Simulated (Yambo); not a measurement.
Yambo run on KBr (rock salt, space group Fm-3m, No. 225). The wavefunctions are PBEsol (pw.x of Quantum ESPRESSO, ONCV potentials, with spin-orbit coupling) ones on a 4×4×4 mesh (16 occupied bands); a = 4.6306 Å, b = 4.6306 Å, c = 4.6306 Å, α = 60.00°, β = 60.00°, γ = 60.00°.

Yambo input:

```
rim_cut
HF_and_locXC
RandQpts= 1000000
RandGvec= 1 Ry
EXXRLvcs= 74 Ry
VXCRLvcs= 296 Ry
% QPkrange
 1 | 1 | 14 | 18 |
 3 | 3 | 16 | 17 |
 7 | 7 | 16 | 17 |
 8 | 8 | 16 | 17 |
%
```

k points by index: 1 = Γ, 3 = L, 7 = X, 8 = W.

Resulting energies as the program prints them:

```
#    K-point    Band    Eo [eV]    Ehf [eV]    Vxc [eV]    Vnlxc [eV]
#
    1    14    -0.12783E-12    -3.813663    -12.62647    -16.44013
    1    15    -0.64198E-13    -3.813656    -12.62647    -16.44012
    1    16    0.000000    -3.813659    -12.62647    -16.44013
    1    17    4.176438    7.912998    -6.957447    -3.220887
    1    18    4.176438    7.912998    -6.957447    -3.220887
    3    16    -0.374951    -4.267901    -12.18358    -16.07653
    3    17    6.321240    10.12288    -6.857325    -3.055686
    7    16    -0.309646    -4.245966    -12.34046    -16.27678
    7    17    5.556483    9.561079    -7.113942    -3.109347
    8    16    -0.611595    -4.586422    -11.90592    -15.88075
    8    17    7.108701    11.42495    -7.925259    -3.609011
```
Exchange alone, without screening.

Geometry relaxed with PBEsol.
